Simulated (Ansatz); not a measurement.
Data:

CdTe:
```cif
data_CdTe
_chemical_formula_sum 'Cd1 Te1'
_space_group_name_H-M_alt 'Pm-3m'
_space_group_IT_number 221
_space_group_name_Hall '-P 4 2 3'
_cell_length_a 3.70241
_cell_length_b 3.70241
_cell_length_c 3.70241
_cell_angle_alpha 90.000
_cell_angle_beta 90.000
_cell_angle_gamma 90.000
loop_
_atom_site_label
_atom_site_type_symbol
_atom_site_symmetry_multiplicity
_atom_site_Wyckoff_symbol
_atom_site_fract_x
_atom_site_fract_y
_atom_site_fract_z
_atom_site_occupancy
Cd1 Cd 1 a 0.00000 0.00000 0.00000 1
Te1 Te 1 b 0.50000 0.50000 0.50000 1
```

This is the PBEsol-relaxed structure.

Problem. All from PBEsol in the plane-wave PAW code Ansatz, unless another level is named. Estimate the highest zone-centre frequency.

Solution. 61 cm⁻¹.

Problem. Next, the bulk modulus (Birch–Murnaghan fit)?

Solution. 55.7 GPa.

The start of the workflow was typed in or built on a structure type; neither database checked (COD, Materials Project) lists it. It is not the phase usual at ambient conditions (space group No. 216). The cell was relaxed with PBEsol under the symmetry of its start. At this level the phase is mechanically unstable. As this level gives no gap, phonon frequencies hold no LO–TO term and depend on the k-mesh and smearing (Fermi–Dirac, 0.1 eV here). Scalar-relativistic: spin–orbit coupling is off unless named, which matters more the heavier the elements.

Potentials: the later of the program's two PAW sets.
